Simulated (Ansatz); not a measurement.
ZrSi:
```yaml
crystal:
  lattice:
    - [0.00000, 2.69829, 2.69829]
    - [2.69829, 0.00000, 2.69829]
    - [2.69829, 2.69829, 0.00000]
  atoms:
    - { symbol: Si, position: [0.00000, 0.00000, 0.00000] }
    - { symbol: Zr, position: [0.50000, 0.50000, 0.50000] }
```

Relaxed with PBE. Special points in fractions of this cell's reciprocal vectors: Γ (0.000, 0.000, 0.000); X (0.500, 0.000, 0.500); U (0.625, 0.250, 0.625); K (0.375, 0.375, 0.750); L (0.500, 0.500, 0.500); W (0.500, 0.250, 0.750).

Q: List the band energies nearest the Fermi level at these points for DFT-PBE in the program Ansatz with PAW potentials.

A: In eV from the Fermi level; about four levels below and three above (degenerate sets whole), none deeper than 8.9 eV; points with the same levels are listed once.

| k | below | above |
|---|---|---|
| Γ | – | 0.06 0.06 0.06 |
| X | -7.59 -2.69 -1.88 | 0.35 0.35 1.74 |
| U | -7.16 -2.96 -2.65 -1.17 | 0.79 2.84 3.72 |
| L | -6.64 -4.81 -2.12 -2.12 | 2.66 2.66 3.57 |
| W | -7.09 -2.55 -2.55 -2.19 | 2.45 2.45 2.87 |

Space group Fm-3m (rock salt). A made-up cell: these elements were put on the sites of a structure type; neither database checked (COD, Materials Project) lists it. COD files the formula under space group No. 62, 63, so this cell is another polymorph or a model. Its standing as an ambient phase is unchecked. The PBE relaxation kept the symmetry of its start; of distortions, only those at the zone centre were tested. The run is not spin-polarised. Spin–orbit coupling is left out wherever it is not named.

Potentials: the later of the program's two PAW sets.
